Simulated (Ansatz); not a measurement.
Si2Ni6B in space group P-62m (No. 189; Si on 2c, Ni on 3f, Ni on 3g, B on 1b), PBE in the plane-wave PAW code Ansatz, all energies at zero smearing, with the estimated change up to a 700 eV cutoff added, with one set of potentials and settings (totals compare only within such a set). Cell of 9 atoms (2 Si, 6 Ni, 1 B): -36470.205 eV.

```tsv
element	reference phase	E (eV/atom)
Si	Fd-3m, 2 atoms in the cell	-635.8114
Ni	Fm-3m, 1 atoms in the cell, spin-polarised	-5839.7295
B	R-3m, 12 atoms in the cell	-155.9170
```

Formation energy per atom, worked out: (-36470.205 − 2×(-635.8114) − 6×(-5839.7295) − 1×(-155.9170))/9 = -0.476 eV/atom (-46 kJ per mol of atoms), at 0 K, without zero-point energy or fitted corrections.

The workflow started from a Materials Project entry (that database holds measured and hypothetical structures alike); the Crystallography Open Database files this formula in space group No. 189, but the cells were not matched. Whether it is the stable phase at ambient conditions was not checked. The PBE relaxation kept the symmetry of its start; its stability against distortions is not shown here. No spin polarisation was allowed. The references are the lowest solids computed at this level, not always the standard phases.

Potentials: the earlier of the program's two PAW sets.
